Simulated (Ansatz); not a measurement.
Starting cell, GaAs (zinc blende):

```
GaAs
1.0
    0.00000     5.74607     5.74607
    2.87304     0.00000     2.87304
    2.87304     2.87304     0.00000
As Ga
2 2
Direct
  0.37500   0.75000   0.75000
  0.87500   0.75000   0.75000
  0.00000   0.00000   0.00000
  0.50000   0.00000   0.00000
```

A phonon eigenvector at L = (0.5, 0.0, 0.0) is frozen into this cell: atom i moves by Q times the vector below, so Q is the largest atomic displacement, in Å. The cell is held. (q is in reciprocal vectors of the primitive cell; the cell shown is doubled to hold the pattern.)

| atom | x | y | z |
|---|---|---|---|
| As1 | -0.577 | 0.577 | 0.577 |
| As2 | 0.577 | -0.577 | -0.577 |
| Ga3 | -0.545 | 0.545 | 0.545 |
| Ga4 | 0.545 | -0.545 | -0.545 |

Computed with PBE (plane waves to 420 eV, PAW, scalar-relativistic; Ansatz, a first-principles code). k mesh 5×10×10 (Γ-centred), Fermi-Dirac smearing 0.05 eV. Energies are smeared free energies. As the smearing reaches across the gap at some points, energies and forces of such displacements shift with the k mesh and the smearing. GaAs was relaxed with its symmetry unable to fall. The PAW data are Ansatz's earlier set. The zero of ΔE is the undisplaced structure.

The scan covers Q from -0.180 to 0.180 Å in 13 points.

Task: Which space group does the distorted structure have?

Result: R3m (No. 160), lowered from F-43m.

Task: What is the energy change at Q = 0.180 Å?

Result: 592 meV/cell.

Task: What harmonic wavenumber does the curvature at Q = 0 give?

Result: 197 cm⁻¹.

(A displaced cell: forces are minus the slopes of the energy, force constants its curvatures, and phonons follow from these.)
